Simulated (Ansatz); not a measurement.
Put CaAuI3 in P4/mbm (No. 127): Ca on 2c; Au on 2a; I on 4g and 2b. A trial structure of CaAuI3 was built thus: perovskite family, tilts a0a0c+ (A site Ca; B site Au; X site I).

These are results of Ansatz 0.2.0, DFT PBE, scalar-relativistic, plane waves, PAW, not measurements. Cutoff 420 eV, Γ-centred mesh, Gaussian smearing, no spin polarisation.

The zero of energy is the elements' standard structures at the same level; no fitted shifts are applied.

**Question.** Which cell and coordinates does it relax to?

**Answer.**

Space group P4/mbm (No. 127). a = 9.096 Å, b = 9.096 Å, c = 5.197 Å, α = 90.00°, β = 90.00°, γ = 90.00°
| atom | site | symmetry | x | y | z |
| --- | --- | --- | --- | --- | --- |
| Ca | 2c | m.mm | 0.0000 | 0.5000 | 0.5000 |
| Au | 2a | 4/m.. | 0.5000 | 0.5000 | 0.0000 |
| I | 4g | m.2m | 0.8507 | 0.3507 | 0.0000 |
| I | 2b | 4/m.. | 0.5000 | 0.5000 | 0.5000 |

Ca has 4 I at 3.23 Å; Au has 2 I at 2.60 Å and 4 I at 3.47 Å; I on a site of symmetry m2m is surrounded by 2 Ca at 3.23 Å, 2 Au at 3.47 Å and 1 I at 3.84 Å; I on a site of symmetry 4/m is surrounded by 2 Au at 2.60 Å. Another local minimum with the same sites may exist.

**Question.** And its energy and gap?

**Answer.** The formation energy is −0.66 eV/atom and the gap on the 4×4×8 mesh of the 10-atom cell is 0 eV (the bands overlap slightly). Whether it is stable depends on the other phases of the system, which aren't compared here.

The last run used Gaussian smearing of 0.10 eV. Spin–orbit coupling, which can matter for Au and I, is left out. The zero gap may come from the functional, which often closes small gaps, or the cell may be a true semimetal. The reference form of I is held partly by dispersion forces, which this level lacks. Symmetry constrained the relaxation, so the result can be a saddle point.
